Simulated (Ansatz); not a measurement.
The calculation used DFT PBE, scalar-relativistic, plane waves, PAW (Ansatz 0.2.0). All cells share a 420 eV cutoff and Γ-centred k meshes spaced about 0.3 Å⁻¹ or finer (0.25 for metals, 2π included). No spin polarisation.

Relaxed forms of WCl4F2:

Cell 1.

```
W Cl F
1.0
     6.56031    0.00000    0.00000
     3.17860    6.01170    0.00000
     3.16734    2.07451    5.85431
W Cl F
1 4 2
Direct
  0.00211 0.99684 0.99298
  0.35992 0.77531 0.80948
  0.87669 0.67191 0.22888
  0.11591 0.33060 0.78131
  0.81642 0.08504 0.73999
  0.71601 0.17577 0.15491
  0.14094 0.93252 0.20844
```

Cell 2.

```
W Cl F
1.0
    -3.70979    3.70979    4.12010
     3.70979   -3.70979    4.12010
     3.70979    3.70979   -4.12010
W Cl F
1 4 2
Direct
  0.00000 0.00000 0.00000
  0.78095 0.21905 0.00000
  0.78095 0.78095 0.56190
  0.21905 0.21905 0.43810
  0.21905 0.78095 0.00000
  0.77340 0.77340 0.00000
  0.22660 0.22660 0.00000
```

Q: Order them by Kohn–Sham gap, widest first, and say which is lowest in energy.

A: Gaps on the mesh: 2.34 eV for cell 1, 1.70 eV for cell 2. Lowest in energy is cell 2; cell 1 lies 7 meV/atom higher. The widest gap doesn't belong to the lowest form. Counting Cl or F atoms around W (for each partner element, those within 1.25 times its shortest distance or 1.15 times the sum of covalent radii, where it is the nearest in units of that sum or under 1.3): cell 1 (P1, 33.0 Å³/atom) has W 6; cell 2 (I4/mmm, 32.4 Å³/atom) has W 6.

Gaps are read on each cell's k mesh and can be smaller between its points; Kohn–Sham gaps at this level usually fall short of measured ones. Weakly bound directions are ill-defined at this level, which has no dispersion term (P1, I4/mmm), and this can change margins and order among such cells. These runs have no spin–orbit coupling, which can matter for W. With atoms moved at random, cell 1 and cell 2 came back. Some candidate types were left out of the draw beforehand, so a known form may be missing.
